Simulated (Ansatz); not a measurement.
Here is an unrelaxed guess for Y2ScAs3.

```xyz
6
Lattice="3.2541 1.8788 4.0269 -3.2541 1.8788 4.0269 0.0000 -3.7576 4.0269" Properties=species:S:1:pos:R:3 pbc="T T T"
Y     0.0000    0.0000    9.2117
Y     0.0000    0.0000    2.8689
Sc    0.0000    0.0000    0.0000
As    0.0000    1.8788    4.0269
As   -1.6271   -0.9394    4.0269
As    1.6271   -0.9394    4.0269
```

All numbers below come from Ansatz 0.2.0, DFT PBE, scalar-relativistic, plane waves, PAW. Settings: cutoff 420 eV, Γ-centred mesh 3×3×3 on the computed 6-atom cell, Gaussian smearing of 0.10 eV; no spin polarisation.

The zero of energy is the elements' standard structures at the same level; no fitted shifts are applied.

Question: Estimate its pressure, forces and energy as it stands.

Answer: The pressure is 38.8 GPa (the mean over three directions, positive in compression), the largest force is 13.48 eV/Å, and the energy is +1.67 eV/atom against the elements. The shortest distance is 2.21 Å.

Question: Is it a good guess?

Answer: A poor one: relaxing gains about 1.9 eV/atom (the start's value is from the coarse mesh, so the gain is rough) in 23 ionic steps and ends at −0.27 eV/atom on the finer mesh. The symmetry stays R-3m (No. 166). The volume per atom grows by 18.2 %, from 24.6 to 29.1 Å³. The shortest distance goes from 2.21 Å (Y–As) to 2.77 Å (Y–As). The ratio c/a of the conventional cell changes by a factor of 1.65. Conventional cell: a = 5.822 Å, c = 17.839 Å. Y is surrounded by 3 As at 2.77 Å, 3 Y at 3.70 Å and 1 Sc at 3.75 Å; Sc has 6 As at 2.91 Å and 2 Y at 3.75 Å; As has 2 Y at 2.77 Å, 2 Sc at 2.91 Å and 4 As at 2.91 Å.

The last run used a 12×12×12 mesh for its 6-atom cell and Gaussian smearing of 0.10 eV. The cell is a metal run without spin, though a test with spin on the coarse mesh kept 0.8 μB a cell, so a magnetic state probably lies lower. The reference form of As is held partly by dispersion forces, which this level lacks. The relaxation can't lower the symmetry of the start, and the grade says only how near the guess is to its own end. A structure relaxed within its symmetry needn't be a true minimum. Another cell of Y2ScAs3 relaxed alike but with spin, in P-6m2, lies 0.38 eV/atom lower, so this cell isn't the stable form at this level.
